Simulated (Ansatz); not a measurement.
# Rh at 11 GPa (stress–strain coefficients): relaxed-ion elastic tensor

All numbers below come from DFT PBEsol, scalar-relativistic, plane waves, PAW (Ansatz). Plane waves to 420 eV; Γ-centred k mesh 18×18×6; Fermi-Dirac smearing of 0.15 eV. No spin polarisation.

The cell, relaxed at 11 GPa:
```yaml
crystal:
  lattice:
    - [2.64808, 0.00000, 0.00000]
    - [-1.32404, 2.29331, 0.00000]
    - [0.00000, 0.00000, 8.63304]
  atoms:
    - { symbol: Rh, position: [0.00000, 0.00000, 0.00000] }
    - { symbol: Rh, position: [0.33333, 0.66667, 0.25000] }
    - { symbol: Rh, position: [0.00000, 0.00000, 0.50000] }
    - { symbol: Rh, position: [0.66667, 0.33333, 0.75000] }
```

In a metal, frequencies and elastic constants depend on the k mesh and the smearing, soft modes and shear constants most. Other phases may be more stable at this pressure.

Problem. Give the relaxed-ion elastic constants (GPa, Voigt order xx yy zz yz xz xy, on the axes of the cell above).

Solution.
C11 = 592.0, C12 = 227.9, C13 = 207.4, C22 = 592.0, C23 = 207.4, C33 = 623.6, C44 = 138.2, C55 = 138.2, C66 = 182.1 GPa; the others vanish.

Problem. Is the crystal stable against homogeneous strain?

Solution. Yes: the least eigenvalue of the tensor is 138.2 GPa.

Problem. And the moduli of a polycrystal (Hill averages)?

Solution. B = 344 GPa, G = 167 GPa, E = 432 GPa, ν = 0.29.

This form isn't the element's structure at ambient conditions.

Cost: 1 run of about 6.1 core-minutes, on Intel Xeon 6975P-C (Granite Rapids) (shared hosts).